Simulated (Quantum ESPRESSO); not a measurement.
# Pt3AlPd3Cu: input and log of a self-consistent run

A calculation, not a measurement. The program is pw.x of Quantum ESPRESSO 7.5 (plane-wave density functional theory). The cell is made up: eight metal atoms on a face-centred cubic lattice, with elements, volume, strain and displacements drawn at random and not relaxed, so it may be unstable or far from any real phase. PseudoDojo standard norm-conserving files set the functional (PBE unless stated); there is no spin polarisation or spin-orbit coupling, the Fermi-Dirac width of 0.25 eV means electrons at about 2900 K, and the masses in the input are unused placeholders. The copper pseudopotential is less sure than most, with forces differing by about three percent and pressure by about two GPa from a second method on plain copper. Heavy elements are run without spin-orbit coupling, which real alloys of them have. A spin test at this wide smearing found no moment, but such smearing suppresses magnetism that the real alloy may have.

Input:

```
&control calculation='scf', pseudo_dir='./dojo.nc.sr.pbe.v0_5.standard.upf', outdir='./o', disk_io='medium', tprnfor=.true., tstress=.true. /
&system ibrav=0, nat=8, ntyp=4, nbnd=81, ecutwfc=92.02030273, nosym=.true., tot_charge=0,
 occupations='smearing', smearing='fd', degauss=0.0183746611
/
&electrons conv_thr=1.470e-08, electron_maxstep=70, mixing_beta=0.5 /
ATOMIC_SPECIES
Al 1.0 Al.upf
Cu 1.0 Cu.upf
Pd 1.0 Pd.upf
Pt 1.0 Pt.upf
CELL_PARAMETERS angstrom
0.0 0.0 -3.9722
3.9722 0.0 0.0
0.0 -7.9445 0.0
ATOMIC_POSITIONS angstrom
Pt -0.0552 -0.078 -0.0293
Al -0.0912 -3.9359 -0.0285
Pd 1.8995 -2.0191 -0.0651
Pt 1.8591 -5.9755 -0.0571
Pd -0.0621 -1.9432 -2.0118
Cu 0.0055 -6.0728 -1.9693
Pt 1.9407 -0.0034 -1.8716
Pd 1.9984 -4.0085 -2.0518
K_POINTS automatic
6 6 3 1 1 1
```

The log is shortened where brackets say so; the opening notice, blank lines, dates and the lines on written files are dropped, and the path of the files is cut. It prints rydbergs, bohrs and kilobars, and counts compression as positive stress. Its total energy is the free energy E - TS of the whole cell.

```
     Program PWSCF v.7.5
     Parallel version (MPI & OpenMP), running on       1 processor cores
     Number of MPI processes:                 1
     Threads/MPI process:                     1
     [start-up lines left out]
     bravais-lattice index     =            0
     lattice parameter (alat)  =       7.5064  a.u.
     unit-cell volume          =     845.9124 (a.u.)^3
     number of atoms/cell      =            8
     number of atomic types    =            4
     number of electrons       =       130.00
     number of Kohn-Sham states=           81
     kinetic-energy cutoff     =      92.0203  Ry
     charge density cutoff     =     368.0812  Ry
     scf convergence threshold =      1.5E-08
     mixing beta               =       0.5000
     number of iterations used =            8  plain     mixing
     Exchange-correlation= PBE
                           (   1   4   3   4   0   0   0)
     [axes and pseudopotential details left out]
   Cartesian axes
     site n.     atom                  positions (alat units)
         1        Pt     tau(   1) = (  -0.0138966  -0.0196365  -0.0073763  )
         2        Al     tau(   2) = (  -0.0229596  -0.9908615  -0.0071749  )
         3        Pd     tau(   3) = (   0.4781985  -0.5083077  -0.0163889  )
         4        Pt     tau(   4) = (   0.4680278  -1.5043301  -0.0143749  )
         5        Pd     tau(   5) = (  -0.0156337  -0.4891999  -0.5064700  )
         6        Cu     tau(   6) = (   0.0013846  -1.5288253  -0.4957706  )
         7        Pt     tau(   7) = (   0.4885706  -0.0008559  -0.4711747  )
         8        Pd     tau(   8) = (   0.5030965  -1.0091385  -0.5165400  )
     number of k points=    54  Fermi-Dirac smearing, width (Ry)=  0.0184
                       cart. coord. in units 2pi/alat
        k(    1) = (   0.0833333  -0.0833323  -0.0833333), wk =   0.0370370
        k(    2) = (   0.0833333   0.2499969  -0.0833333), wk =   0.0370370
     [further k points left out]
     Dense  grid:   100987 G-vectors     FFT dimensions: (  45,  45,  96)
     Estimated max dynamical RAM per process >     194.51 MB
     Initial potential from superposition of free atoms
     starting charge     129.9963, renormalised to     130.0000
     Starting wfcs are   71 randomized atomic wfcs +   10 random wfcs
     total cpu time spent up to now is       35.9 secs
     per-process dynamical memory:   102.6 Mb
     Self-consistent Calculation
     iteration #  1     ecut=    92.02 Ry     beta= 0.50
     Davidson diagonalization with overlap
     ethr =  1.00E-02,  avg # of iterations =  3.1
     total cpu time spent up to now is      147.2 secs
     total energy              =   -1977.50544957 Ry
     estimated scf accuracy    <       5.37531037 Ry
     iteration #  2     ecut=    92.02 Ry     beta= 0.50
     Davidson diagonalization with overlap
     ethr =  4.13E-03,  avg # of iterations =  3.0
     total cpu time spent up to now is      273.5 secs
     total energy              =   -1974.58540811 Ry
     estimated scf accuracy    <      76.61687777 Ry
     iteration #  3     ecut=    92.02 Ry     beta= 0.50
     Davidson diagonalization with overlap
     ethr =  4.13E-03,  avg # of iterations =  2.9
     total cpu time spent up to now is      391.2 secs
     total energy              =   -1979.71441251 Ry
     estimated scf accuracy    <       6.31296377 Ry
     iteration #  4     ecut=    92.02 Ry     beta= 0.50
     Davidson diagonalization with overlap
     ethr =  4.13E-03,  avg # of iterations =  1.7
     total cpu time spent up to now is      485.7 secs
     total energy              =   -1980.12954943 Ry
     estimated scf accuracy    <       4.57209553 Ry
     iteration #  5     ecut=    92.02 Ry     beta= 0.50
     Davidson diagonalization with overlap
     ethr =  3.52E-03,  avg # of iterations =  1.1
     total cpu time spent up to now is      584.0 secs
     total energy              =   -1980.51883715 Ry
     estimated scf accuracy    <       0.39769725 Ry
     [iterations 6 to 12 left out]
     iteration # 13     ecut=    92.02 Ry     beta= 0.50
     Davidson diagonalization with overlap
     ethr =  1.34E-09,  avg # of iterations =  2.0
     total cpu time spent up to now is     1326.4 secs
     total energy              =   -1980.56117026 Ry
     estimated scf accuracy    <       0.00000195 Ry
     iteration # 14     ecut=    92.02 Ry     beta= 0.50
     Davidson diagonalization with overlap
     ethr =  1.34E-09,  avg # of iterations =  2.0
     total cpu time spent up to now is     1428.1 secs
     total energy              =   -1980.56117035 Ry
     estimated scf accuracy    <       0.00000265 Ry
     iteration # 15     ecut=    92.02 Ry     beta= 0.50
     Davidson diagonalization with overlap
     ethr =  1.34E-09,  avg # of iterations =  1.0
     total cpu time spent up to now is     1504.5 secs
     total energy              =   -1980.56117056 Ry
     estimated scf accuracy    <       0.00000057 Ry
     iteration # 16     ecut=    92.02 Ry     beta= 0.50
     Davidson diagonalization with overlap
     ethr =  4.37E-10,  avg # of iterations =  1.0
     total cpu time spent up to now is     1581.7 secs
     total energy              =   -1980.56117060 Ry
     estimated scf accuracy    <       0.00000011 Ry
     iteration # 17     ecut=    92.02 Ry     beta= 0.50
     Davidson diagonalization with overlap
     ethr =  8.74E-11,  avg # of iterations =  1.0
     total cpu time spent up to now is     1669.9 secs
     End of self-consistent calculation
     [lines on levels left out]
!    total energy              =   -1980.56117061 Ry
     estimated scf accuracy    <       0.00000001 Ry
     smearing contrib. (-TS)   =      -0.10135091 Ry
     internal energy E=F+TS    =   -1980.45981970 Ry
     The total energy is F=E-TS. E is the sum of the following terms:
     one-electron contribution =    -835.42924266 Ry
     hartree contribution      =     492.00742839 Ry
     xc contribution           =    -318.32646452 Ry
     ewald contribution        =   -1318.71154091 Ry
     convergence has been achieved in  17 iterations
     Forces acting on atoms (cartesian axes, Ry/au):
     atom    1 type  4   force =    -0.00669681    0.03534043    0.03032004
     atom    2 type  1   force =     0.00402697   -0.00910952   -0.00012083
     atom    3 type  3   force =     0.00600385   -0.02645948    0.02092230
     atom    4 type  4   force =     0.01002319    0.02755873    0.02234718
     atom    5 type  3   force =     0.00223517   -0.03587248   -0.00685695
     atom    6 type  2   force =    -0.01273192    0.00788740   -0.00948898
     atom    7 type  4   force =     0.00084956    0.01288178   -0.05741900
     atom    8 type  3   force =    -0.00371002   -0.01222686    0.00029623
     Total force =     0.100627     Total SCF correction =     0.000167
     Computing stress (Cartesian axis) and pressure
          total   stress  (Ry/bohr**3)                   (kbar)     P=      -62.17
  -0.00056389   0.00001633   0.00001345          -82.95        2.40        1.98
   0.00001633  -0.00035552   0.00000997            2.40      -52.30        1.47
   0.00001345   0.00000997  -0.00034837            1.98        1.47      -51.25
     init_run     :     32.49s CPU     35.80s WALL (       1 calls)
     electrons    :   1549.72s CPU   1635.12s WALL (       1 calls)
     forces       :     15.90s CPU     16.11s WALL (       1 calls)
     stress       :     56.80s CPU     58.48s WALL (       1 calls)
     [timing details left out]
     PWSCF        :  27m35.38s CPU  29m 6.84s WALL
     JOB DONE.
```

In other units: free energy -26946.907 eV for the cell, pressure -6.22 GPa, largest force component 1.476 eV/Å in size. The run took 1748 s of wall time with one process on a shared machine (AMD EPYC, Zen 5, virtual cores), so the time is rough. A rerun of this cell at a higher cutoff and on a denser mesh moved values by no more than 0.007 eV in energy, 0.07 GPa in stress and 0.005 eV/Å in force, and a second program with other atomic files agreed on that cell to 2 % rms in force and 0.5 GPa in pressure.